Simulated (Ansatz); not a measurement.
Theory: DFT PBE, scalar-relativistic, plane waves, PAW in Ansatz 0.2.0. Cutoff 420 eV, Γ-centred 6×6×6 mesh (5-atom cell), Gaussian smearing of 0.10 eV, collinear spin.

The zero of energy is the elements' standard structures at the same level; no fitted shifts are applied.

**Question.** Find a candidate trigonal metal with formula ScNbTe3, with a formation energy near −0.20 eV/atom, about 32 Å³ per atom and a net moment near 0.4 μB per atom, in a cell of 5 atoms.

**Answer.** ScNbTe3, space group R32 (No. 155). Sc has 3 Te at 2.85 Å; Nb is surrounded by 6 Te at 2.83 Å; Te has 2 Nb at 2.83 Å and 1 Sc at 2.85 Å.

```
Sc Nb Te
1.0
     3.61269    2.08579    3.52029
    -3.61269    2.08579    3.52029
     0.00000   -4.17158    3.52029
Sc Nb Te
1 1 3
Direct
  0.00000 0.00000 0.00000
  0.50000 0.50000 0.50000
  0.00000 0.60610 0.39390
  0.39390 0.00000 0.60610
  0.60610 0.39390 0.00000
```

| Quantity | Value |
| --- | --- |
| Volume per atom | 31.83 Å³ |
| Density | 5.43 g/cm³ |
| Formation energy | −0.20 eV/atom |
| Gap on the 6×6×6 mesh of the 5-atom cell | 0 eV (a metal) |
| Net moment per atom | 0.40 μB |
| Moment by site | Sc 0.3; Nb 1.2 μB |

The cell was found from a structure generator's guess, not taken from experiment. Other answers may fit too; this one was computed.

These runs have no spin–orbit coupling, which can matter for Te. The reference form of Te is held partly by dispersion forces, which this level lacks. The magnetic state reached may not be the lowest. A structure relaxed within its symmetry needn't be a true minimum. Site moments count only spheres around the atoms; the net moment includes the space between them.
